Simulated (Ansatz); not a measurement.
### Question
Each is relaxed and computed with r²SCAN (plane waves, PAW; program Ansatz). Which is the only metal?
(A) SiC, zinc blende
(B) WS2, P6_3/mmc (W on 2c, S on 4f)
(C) AlV2C, P6_3/mmc (Al on 2d, V on 4f, C on 2a)
(D) AlN, Pm-3n (Al on 6c, N on 6d)

### Answer
C, AlV2C, P6_3/mmc (Al on 2d, V on 4f, C on 2a). AlV2C: metal; AlN: gap 3.01 eV (direct); SiC: gap 1.71 eV (indirect); WS2: gap 1.37 eV (indirect). Typed or built starts, not in the databases checked: AlN, Pm-3n (Al on 6c, N on 6d). Not the usual ambient phase: AlN, Pm-3n (Al on 6c, N on 6d). Began spin-polarised and lost the moments: AlV2C, P6_3/mmc (Al on 2d, V on 4f, C on 2a). Weakly bound layers, chains or molecules computed without a dispersion correction, so cells and soft constants are ill determined: WS2, P6_3/mmc (W on 2c, S on 4f). All cells were relaxed under the symmetry of their starts (and spin orders); stability against distortions was not tested throughout. Rows with no word on spin ran without spin polarisation. Spin–orbit coupling is left out wherever it is not named.

Potentials: the later of the program's two PAW sets.
